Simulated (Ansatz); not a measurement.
Ge (diamond) was relaxed and computed twice in Ansatz (plane waves, PAW), once with LDA and once with PBE+D3(BJ).

```json
[
 {"": "cell", "run 1": "a = b = c = 5.6221 Å, α = β = γ = 90.00°", "run 2": "a = b = c = 5.700 Å, α = β = γ = 90.00°"},
 {"": "B₀ by P(V) fit (GPa)", "run 1": "71.7", "run 2": "62.4"},
 {"": "K_Hill (GPa)", "run 1": "71.7", "run 2": "64.7"},
 {"": "G_Hill (GPa)", "run 1": "50.1", "run 2": "46.8"},
 {"": "Θ_D (K)", "run 1": "356", "run 2": "346"}
]
```

### Question
Which run used which functional?

### Answer
Run 1 is LDA, run 2 is PBE+D3(BJ).

All cells were relaxed under the symmetry of their starts (and spin orders); stability against distortions was not tested throughout. Spin–orbit coupling is left out wherever it is not named.

Potentials: the later of the program's two PAW sets.

Ansatz (a quantum-chemistry and plane-wave program) is a plane-wave DFT program.
